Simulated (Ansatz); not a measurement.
The cell is Ga4SbAs3 as one 8-atom ordering (P3m1) on the wurtzite lattice; cell and atoms were relaxed with r2SCAN. The symmetry is P3m1 (No. 156, trigonal); conventional cell a = 4.081 Å, c = 13.467 Å, 24.27 Å³ an atom. Around As lie 4 Ga at 2.47–2.49 Å; around As lie 4 Ga at 2.45–2.49 Å; around Sb lie 4 Ga at 2.57–2.65 Å; around Ga lie 4 As at 2.47–2.49 Å; around Ga lie 1 As at 2.45 Å and 3 Sb at 2.57 Å; around Ga lie 3 As at 2.49 Å and 1 Sb at 2.65 Å.

```cif
data_structure
_symmetry_space_group_name_H-M 'P 1'
_symmetry_Int_Tables_number 1
_cell_length_a 4.0806
_cell_length_b 4.0806
_cell_length_c 13.4668
_cell_angle_alpha 90.000
_cell_angle_beta 90.000
_cell_angle_gamma 120.000
_cell_volume 194.20
loop_
_atom_site_label
_atom_site_type_symbol
_atom_site_fract_x
_atom_site_fract_y
_atom_site_fract_z
_atom_site_occupancy
As1 As 0.66667 0.33333 0.99268 1
As2 As 0.66667 0.33333 0.50694 1
As3 As 0.33333 0.66667 0.74963 1
Sb1 Sb 0.33333 0.66667 0.24880 1
Ga1 Ga 0.66667 0.33333 0.80922 1
Ga2 Ga 0.66667 0.33333 0.32479 1
Ga3 Ga 0.33333 0.66667 0.56622 1
Ga4 Ga 0.33333 0.66667 0.05173 1
```

The questions ask for values computed with the plane-wave code Ansatz on this geometry. No magnetic order. The prototype was imposed, so other structures may be more stable.

Problem. Is there a gap with PBE, and of what kind?

Solution. With PBE the bands overlap by 0.04 eV (counted from 1, band 56 peaks at Γ–A (0.10 of the way from Γ) and band 57 bottoms out at A): no gap.

Problem. How does the gap change from PBE to PBE+SOC (12×12×2)?

Solution. With PBE+SOC the valence top lies at A and the conduction bottom at Γ, 0.07 eV higher; the smallest vertical gap, at Γ, is 0.15 eV. (With 0.02 eV of smearing so small a gap leaves both edges partly filled, and it could close between the points sampled.)

Problem. Estimate the gap with r2SCAN on 12×12×2.

Solution. r2SCAN gives a gap of zero: filled and empty bands touch at Γ.

Problem. Estimate the gap with HSE06 on 6×6×2.

Solution. HSE06 gives a direct gap of 0.26 eV at Γ.

Problem. Roughly how does the cost of the HSE06 run (6×6×2) compare with r2SCAN's (12×12×2)?

Solution. About 14 times as much (22 core-minutes against 90 core-seconds, on 4 threads of Intel(R) Xeon(R) Platinum 8259CL CPU @ 2.50GHz (Skylake/Cascade Lake) (shared host)).

Only the levels marked +SOC include spin-orbit coupling.

Where an edge lies off the special points, it is a point of the mesh or the k point where a search put PBE's edge or least direct gap, reused for the other functionals, whose own edges may lie a little apart; PBE's own value is read along its path and can be a few hundredths of an eV high.

The meshes of the hybrids are coarse, so their gaps aren't converged to the digits shown.
